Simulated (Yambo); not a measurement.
Yambo run on SrTiO3 (cubic perovskite, space group Pm-3m, No. 221). The wavefunctions come from this Quantum ESPRESSO step (PBEsol, PseudoDojo standard norm-conserving files, scalar-relativistic):

```
&CONTROL
  calculation = 'nscf'
  pseudo_dir = './pseudo'
  outdir = './out'
/
&SYSTEM
  ibrav = 0
  nat = 5
  ntyp = 3
  ecutwfc = 84.0
  ecutrho = 336.0
  occupations = 'fixed'
  force_symmorphic = .true.
  nbnd = 120
/
&ELECTRONS
  conv_thr = 5e-09
  diago_full_acc = .true.
  diago_thr_init = 1e-08
/
ATOMIC_SPECIES
O 15.9990 O.upf
Ti 47.8670 Ti.upf
Sr 87.6200 Sr.upf
CELL_PARAMETERS angstrom
  3.912700000000   0.000000000000   0.000000000000
  0.000000000000   3.912700000000   0.000000000000
  0.000000000000   0.000000000000   3.912700000000
ATOMIC_POSITIONS crystal
O   0.500000000000   0.000000000000   0.500000000000
O   0.000000000000   0.500000000000   0.500000000000
O   0.500000000000   0.500000000000   0.000000000000
Ti   0.500000000000   0.500000000000   0.500000000000
Sr   0.000000000000   0.000000000000   0.000000000000
K_POINTS automatic
4 4 4 0 0 0
```

Yambo input:

```
rim_cut
gw0
dyson
el_el_corr
HF_and_locXC
ppa
em1d
RandQpts= 1000000
RandGvec= 1 Ry
EXXRLvcs= 84 Ry
VXCRLvcs= 336 Ry
Chimod= "HARTREE"
% BndsRnXp
 2 | 118 |
%
NGsBlkXp= 8 Ry
% LongDrXp
 1.0 | 1.0 | 1.0 |
%
PPAPntXp= 27.2114 eV
% GbndRnge
 1 | 118 |
%
GTermKind= "BG"
DysSolver= "n"
ExtendOut
% QPkrange
 1 | 1 | 20 | 21 |
 3 | 3 | 20 | 21 |
 6 | 6 | 20 | 21 |
 10 | 10 | 20 | 21 |
%
```

k points by index: 1 = Γ, 3 = X, 6 = M, 10 = R.

Table of the .qp output:

```
#    K-point    Band    Eo [eV]    E [eV]    E-Eo [eV]    Vxc [eV]    Vnlxc [eV]    Sc|Eo [eV]    Sc|E [eV]    dSc/dw|Eo [eV]    Re(Z)    Im(Z)
#
    1    20    -0.361796    -0.751659    -0.389862    -20.29141    -25.21296    4.416851    4.531687    -8.012769    0.772518    -0.001332
    1    21    1.843752    3.093147    1.249395    -18.76966    -11.45921    -5.710006    -6.061047    -7.644567    0.780678    -0.001472
    3    20    -0.738542    -1.157587    -0.419045    -19.95602    -24.98739    4.488515    4.612328    -8.037592    0.771974    -0.001369
    3    21    2.015735    3.313997    1.298263    -19.31631    -11.74937    -5.892494    -6.268677    -7.883684    0.775359    -0.001535
    6    20    -0.086878    -0.479453    -0.392576    -19.75514    -24.83895    4.572835    4.691232    -8.203989    0.768347    -0.001372
    6    21    3.809380    5.153198    1.343818    -21.37173    -13.36459    -6.202336    -6.663325    -9.332162    0.744618    -0.002844
    10    20    0.000000    -0.373440    -0.373440    -19.94231    -25.03222    4.603515    4.716472    -8.228042    0.767826    -0.001368
    10    21    4.489631    5.930786    1.441155    -21.76088    -12.94279    -6.921507    -7.376939    -8.594677    0.759951    -0.003307
```
(The two width columns are left out.) Convergence of these settings isn't established.

Geometry of the Materials Project entry, not relaxed at this level.
